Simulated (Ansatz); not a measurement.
Starting cell, CsPbCl$_{3}$ (cubic perovskite):

```
CsPbCl3
1.0
    5.67350     0.00000     0.00000
    0.00000     5.67350     0.00000
    0.00000     0.00000     5.67350
Cs Pb Cl
1 1 3
Cartesian
  0.00000   0.00000   0.00000
  2.83675   2.83675   2.83675
  0.00000   2.83675   2.83675
  2.83675   2.83675   0.00000
  2.83675   0.00000   2.83675
```

Two-dimensional scan of atom 1 (Cs, nearest neighbour Cl at 4.012 Å; its periodic images, 5.7 Å or more away, move with it): u runs along (1.000, 0.000, 0.000), v along (0.000, 0.000, 1.000) (Cartesian). Cell and other atoms are fixed.

Calculation: r2SCAN (plane waves to 500 eV, PAW, scalar-relativistic; Ansatz, a quantum-chemistry and plane-wave program). k mesh 5×5×5 (Γ-centred), Fermi-Dirac smearing 0.05 eV. E stands for the smeared free energy. CsPbCl3 was relaxed with its symmetry unable to fall. Spin-orbit coupling is left out, though Pb is heavy. This is a high-temperature form of CsPbCl3.

Changes of ΔE (meV/cell) from the point u = 0.000 Å, v = 0.000 Å when one coordinate moves alone (two changes are said to add if the coupling is within 5 % of the smaller one, nearly so within 20 %):

| point | change |
|---|---|
| u = 0.000 Å, v = -0.600 Å | 43.16 |
| u = 0.000 Å, v = -0.400 Å | 15.36 |
| u = 0.000 Å, v = -0.200 Å | 3.24 |
| u = -0.600 Å, v = 0.000 Å | 43.16 |
| u = -0.400 Å, v = 0.000 Å | 15.36 |
| u = -0.200 Å, v = 0.000 Å | 3.24 |
| u = 0.200 Å, v = 0.000 Å | 3.24 |
| u = 0.400 Å, v = 0.000 Å | 15.36 |
| u = 0.600 Å, v = 0.000 Å | 43.16 |
| u = 0.000 Å, v = 0.200 Å | 3.24 |
| u = 0.000 Å, v = 0.400 Å | 15.36 |
| u = 0.000 Å, v = 0.600 Å | 43.16 |

What is the change at u = 0.600 Å, v = 0.600 Å, where both move, and how far is it from the sum?

The sum of the single changes is 43.16 + (43.16) = 86.32; the calculation gives 168.98, so the coupling contributes 82.66 (over 20 % of the smaller single change, not additive).

Do the two effects add at u = 0.600 Å, v = 0.200 Å? Give the computed change.

The sum of the single changes is 43.16 + (3.24) = 46.40; the calculation gives 54.46, so the coupling contributes 8.06 (over 20 % of the smaller single change, not additive).

Do the two effects add at u = -0.400 Å, v = 0.400 Å? Give the computed change.

The sum of the single changes is 15.36 + (15.36) = 30.72; the calculation gives 44.69, so the coupling contributes 13.97 (over 20 % of the smaller single change, not additive).

(A displaced cell: forces are minus the slopes of the energy, force constants its curvatures, and phonons follow from these.)
